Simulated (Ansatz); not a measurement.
## Structure relaxation, Mo₂C

The start is a relaxed Mo2C cell, doubled along one cell vector, shaken by Gaussian noise of σ = 0.08 Å a coordinate. A full variable-cell relaxation at zero pressure is run with PBE (plane waves to 420 eV, PAW, scalar-relativistic; Ansatz, a first-principles code). The first steps use a coarse 6×6×4 k-mesh.

Initial structure:
```yaml
crystal:
  lattice:
    - [4.18829, 0.00000, 0.00000]
    - [-2.09415, 3.62717, 0.00000]
    - [0.00000, 0.00000, 5.79698]
  atoms:
    - { symbol: C, position: [0.00795, 0.01809, 0.02537] }
    - { symbol: C, position: [0.00592, 0.01854, 0.50054] }
    - { symbol: Mo, position: [0.34164, 0.69237, 0.00237] }
    - { symbol: Mo, position: [0.34513, 0.65490, 0.49266] }
    - { symbol: Mo, position: [0.70650, 0.35509, 0.99811] }
    - { symbol: Mo, position: [0.63933, 0.31994, 0.50094] }
```

Q: By how much does the energy per atom fall from start to end?

A: About 1.6 eV/atom.

Q: How does the volume change?

A: -16.1 %, from 14.68 to 12.31 Å³/atom.

Q: Is the parent structure recovered?

A: It does not go back: it reaches Amm2 (No. 38), 1.57 eV/atom below the parent.

Q: How do the shortest distances between atoms change?

A: The closest pairs of elements (up to four, under 3.6 Å), start → end: C–Mo 2.30 → 2.21 Å; Mo–Mo 2.28 → 2.77 Å; C–C 2.75 → 2.95 Å.

Q: Is the relaxed structure metallic? Give its gap.

A: No gap (metallic).

Final values are on a 15×17×17 k-mesh of the relaxed cell. The start holds a very short contact (Mo–Mo 2.28 Å). No spin polarisation in the result.

The relaxed structure here is a generated cell of Mo2C: the first start was made by a random draw of sites in a space group, and the end was not matched to a known phase here, so it may be hypothetical.
